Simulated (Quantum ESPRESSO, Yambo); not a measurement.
PdSO4 (space group C2/c, No. 15). The geometry is that of Materials Project entry mp-2677258, symmetrised and not relaxed again. Chain: PBEsol (Quantum ESPRESSO, PseudoDojo norm-conserving, 84 Ry, no spin-orbit coupling); G0W0 in Yambo (2×2×2 Γ-centred k mesh, bands 9 to 278 and a 7 Ry block in the screening, 278 bands in G with the Bruneval-Gonze terminator, plasmon pole fitted at 27.2 eV); BSE (4×4×2 mesh, 24 valence and 9 conduction bands, static screening with 115 bands and a 3 Ry block, scissor 1.85 eV, Tamm-Dancoff).

The PBEsol gap (dense path) is 0.94 eV. The PBEsol gap (-0.5, -0.5, 0) → (-0.5, -0.5, 0) on the GW mesh is 0.94 eV, the PBEsol smallest direct gap on the GW mesh, at (-0.5, -0.5, 0) comes out as 0.94 eV and the G0W0 direct gap at that point is 2.79 eV. The G0W0 correction to the gap (-0.5, -0.5, 0) → (-0.5, -0.5, 0) is 1.85 eV and the direct gap on the BSE mesh, with the scissor is 2.79 eV. The first BSE state allowed for light along x is 2.43 eV. The lowest BSE state is 1.43 eV and the binding of the lowest exciton comes out as 1.36 eV.

Rough cost of the Yambo steps against G0W0 for 14 states: BSE within a factor of two.

Nearest settings tried, and what they do to the gap: 117 bands in G: +12 meV; 140 bands in W: -30 meV; 6 Ry block (323 vectors against 375): +1 meV; 2×2×1 mesh: +189 meV. So the settings aren't converged at that level. The k mesh is coarse. The BSE states are vertical excitations (zero momentum). Convergence of the binding with the mesh was not shown. Axes are Cartesian, with cell vectors (Å) (3.75, -3.18, 0.00), (3.75, 3.18, 0.00), (-1.44, 0.00, 7.64).

Spin-orbit splittings are left out.

The structure is a Materials Project entry; no match was found in the copy of COD used, and its stability was not checked.
